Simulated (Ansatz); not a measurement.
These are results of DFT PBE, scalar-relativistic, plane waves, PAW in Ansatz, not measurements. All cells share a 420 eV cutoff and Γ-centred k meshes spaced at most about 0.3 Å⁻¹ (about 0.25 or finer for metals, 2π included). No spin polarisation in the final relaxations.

Temperature and zero-point effects are left out. All come from trial cells, and lower structures may exist.

Question: Which of these relaxed structures of SiAs₃ is the lowest in energy?
A.

```xyz
8
Lattice="3.7132 2.1438 3.5270 -3.7132 2.1438 3.5270 0.0000 -4.2877 3.5270" Properties=species:S:1:pos:R:3 pbc="T T T"
Si    0.0000    0.0000    2.8584
Si    0.0000    0.0000    7.7227
As    1.8490   -1.0675    6.4317
As    0.0000    2.1351    6.4317
As   -1.8490   -1.0675    6.4317
As   -1.8490    1.0675    4.1494
As    1.8490    1.0675    4.1494
As    0.0000   -2.1351    4.1494
```

B.

```xyz
4
Lattice="0.0000 3.3099 3.3099 3.3099 0.0000 3.3099 3.3099 3.3099 0.0000" Properties=species:S:1:pos:R:3 pbc="T T T"
Si    0.0000    0.0000    0.0000
As    4.9648    4.9648    4.9648
As    1.6549    1.6549    1.6549
As    3.3099    3.3099    3.3099
```

C.

```xyz
4
Lattice="3.6965 0.0000 0.0000 -1.8483 3.2013 0.0000 0.0000 0.0000 6.5718" Properties=species:S:1:pos:R:3 pbc="T T T"
Si    0.0000    0.0000    3.2859
As    0.0000    2.1342    4.8010
As    1.8483    1.0671    1.7707
As    0.0000    0.0000    0.0000
```

D.

```xyz
4
Lattice="-2.6737 2.6737 2.6737 2.6737 -2.6737 2.6737 2.6737 2.6737 -2.6737" Properties=species:S:1:pos:R:3 pbc="T T T"
Si    0.0000    0.0000    0.0000
As    2.6737    0.0000    0.0000
As    0.0000    2.6737    0.0000
As    0.0000    0.0000    2.6737
```

Answer: A. It has space group R-3m (No. 166); the next, D, with space group Im-3m (No. 229), lies 62 meV/atom higher. Counting As atoms around Si (those within 1.25 times the shortest such distance or 1.15 times the sum of covalent radii, 1.27 where that leaves under three; a plus sign parts nearer from farther groups), the lowest has Si 3+3 and the next has Si 6. The lowest holds As–As units of three or more atoms (shortest 2.49 Å); in the next the shortest As–As distance is 2.67 Å, near bonding range too. Even the lowest lies +0.09 eV/atom against the elements.

No dispersion correction is applied, so the spacing and binding between layers, chains or molecules are poorly described (R-3m), and this can change margins and order among such cells. In Im-3m, P-3m1, Fm-3m an odd number of electrons in the primitive cell allows no gap without spin; a larger cell or a magnetic state could open one. A magnetic state wasn't ruled out in cells without spin, among them Im-3m, P-3m1, Fm-3m. Cells relaxed within their symmetry can be saddle points. Some candidate types were left out of the draw beforehand, so a known form may be missing.
